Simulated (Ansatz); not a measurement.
In3SbTe2:
```cif
data_In6Sb2Te4
_chemical_formula_sum 'In6 Sb2 Te4'
_space_group_name_H-M_alt 'Immm'
_space_group_IT_number 71
_space_group_name_Hall '-I 2 2'
_cell_length_a 4.28071
_cell_length_b 6.03858
_cell_length_c 12.83469
_cell_angle_alpha 90.000
_cell_angle_beta 90.000
_cell_angle_gamma 90.000
loop_
_atom_site_label
_atom_site_type_symbol
_atom_site_symmetry_multiplicity
_atom_site_Wyckoff_symbol
_atom_site_fract_x
_atom_site_fract_y
_atom_site_fract_z
_atom_site_occupancy
In1 In 2 a 0.00000 0.00000 0.00000 1
In2 In 4 i 0.00000 0.00000 0.34041 1
Sb1 Sb 2 d 0.00000 0.50000 0.00000 1
Te1 Te 4 j 0.50000 0.00000 0.17121 1
```
(The calculation used a cell of 6 atoms; values per cell refer to that cell.)

Relaxed with LDA.

Which orbitals make up the states near the Fermi level in the program Ansatz at the LDA level (PAW)?

Within 0.5 eV of the Fermi level: In 5s 27 %, In 5p 26 %, Te 5p 22 %, Sb 5p 18 %. Projections are on Löwdin-orthogonalised atomic valence shells; empty p or d shells of many metals are not among them.

Tabulate the density of states.

States/eV per cell of 6 atoms, in 0.25 eV bins, energy from the Fermi level.

```csv
E (eV),total,In 5p,Te 5p,In 5s
-7.85,0.00,0.00,0.00,0.00
-7.60,0.00,0.00,0.00,0.00
-7.35,0.00,0.00,0.00,0.00
-7.10,0.09,0.00,0.03,0.04
-6.85,1.06,0.02,0.36,0.49
-6.60,1.81,0.07,0.59,0.83
-6.35,2.76,0.13,0.90,1.28
-6.10,3.51,0.17,1.06,1.64
-5.85,3.46,0.20,0.99,1.60
-5.60,2.99,0.20,0.86,1.33
-5.35,2.46,0.24,0.72,0.95
-5.10,2.07,0.35,0.68,0.55
-4.85,1.41,0.20,0.48,0.39
-4.60,1.85,0.41,0.68,0.41
-4.35,2.09,0.53,0.80,0.40
-4.10,2.27,0.63,0.91,0.36
-3.85,2.53,0.74,1.09,0.31
-3.60,2.88,0.85,1.32,0.28
-3.35,3.04,0.88,1.50,0.23
-3.10,3.49,0.99,1.74,0.23
-2.85,4.21,1.13,2.18,0.23
-2.60,3.76,0.96,1.94,0.21
-2.35,3.61,0.90,1.73,0.21
-2.10,3.76,0.89,1.73,0.24
-1.85,4.05,0.89,1.89,0.27
-1.60,3.79,0.78,1.76,0.28
-1.35,4.07,0.75,1.95,0.31
-1.10,3.66,0.60,1.75,0.31
-0.85,3.68,0.54,1.67,0.34
-0.60,2.23,0.43,0.69,0.34
-0.35,1.78,0.42,0.38,0.40
-0.10,1.72,0.46,0.36,0.49
0.15,1.82,0.50,0.40,0.54
0.40,2.30,0.59,0.58,0.69
0.65,2.58,0.67,0.62,0.77
0.90,2.96,0.72,0.71,0.87
1.15,2.23,0.61,0.42,0.64
1.40,2.35,0.70,0.41,0.62
1.65,1.39,0.49,0.21,0.30
1.90,0.80,0.38,0.09,0.12
2.15,1.38,0.93,0.08,0.05
2.40,3.04,2.21,0.15,0.07
2.65,3.86,2.84,0.22,0.09
2.90,3.78,2.60,0.29,0.12
3.15,3.96,2.31,0.37,0.15
3.40,4.01,2.05,0.44,0.16
3.65,3.93,1.83,0.44,0.15
3.90,4.60,1.97,0.52,0.19
4.15,4.22,1.80,0.53,0.19
4.40,4.42,1.88,0.59,0.18
4.65,4.97,2.11,0.69,0.16
```

The workflow started from a Materials Project entry (that database holds measured and hypothetical structures alike); the Crystallography Open Database copy checked does not list it. Its standing as an ambient phase is unchecked. The LDA relaxation kept the symmetry of its start; whether a distortion lowers the energy is not shown. Spin–orbit coupling is left out wherever it is not named.

Potentials: the later of the program's two PAW sets.
